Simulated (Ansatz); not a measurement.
# TaS2, first-principles data

TaS₂:
```cif
data_S6Ta3
_chemical_formula_sum 'Ta3 S6'
_space_group_name_H-M_alt 'R3m :H'
_space_group_IT_number 160
_space_group_name_Hall 'R 3 -2"'
_cell_length_a 3.26971
_cell_length_b 3.26971
_cell_length_c 17.73308
_cell_angle_alpha 90.000
_cell_angle_beta 90.000
_cell_angle_gamma 120.000
loop_
_atom_site_label
_atom_site_type_symbol
_atom_site_symmetry_multiplicity
_atom_site_Wyckoff_symbol
_atom_site_fract_x
_atom_site_fract_y
_atom_site_fract_z
_atom_site_occupancy
Ta1 Ta 3 a 0.00000 0.00000 0.16665 1
S1 S 3 a 0.00000 0.00000 0.58771 1
S2 S 3 a 0.00000 0.00000 0.41263 1
```
(The calculation used a cell of 3 atoms; values per cell refer to that cell.)

Space group R3m (No. 160); conventional cell a = 3.270 Å, b = 3.270 Å, c = 17.733 Å, α = 90.00°, β = 90.00°, γ = 120.00°.

Method: LDA (plane waves, PAW; program Ansatz). Structure relaxed to zero pressure with the same functional. Other levels are named where they apply.

Cell and energy:

```yaml
volume_per_atom: 18.24 Å³
density: 7.44 g/cm³
Formation energy from the elements (no fitted shifts): -1151 meV/atom
```

Electronic structure:

```yaml
electronic_character: metallic (no gap)
Density of states at the Fermi level: 0.79 states/eV per atom (mean over ±0.08 eV)
```

Mechanics:

```yaml
Bulk modulus (Birch–Murnaghan fit): 40.7 GPa
Pressure derivative B′: 12.5
```

Charges:

```yaml
bader_charges: Ta +1.64, S -0.82 e
```

The workflow started from a Materials Project entry (that database holds measured and hypothetical structures alike); the Crystallography Open Database copy checked does not list it. It is not the phase usual at ambient conditions (space group No. 164). The LDA relaxation kept the symmetry of its start; its stability against distortions is not shown here. The run is not spin-polarised. A crystal of weakly bound layers computed without a dispersion correction: the cell and the soft elastic constants depend strongly on that. With an odd number of electrons in the cell and no spin polarisation, the count alone makes it a metal. The references are the lowest solids computed at this level, not always the standard phases. Spin–orbit coupling is left out wherever it is not named.

Potentials: the later of the program's two PAW sets.
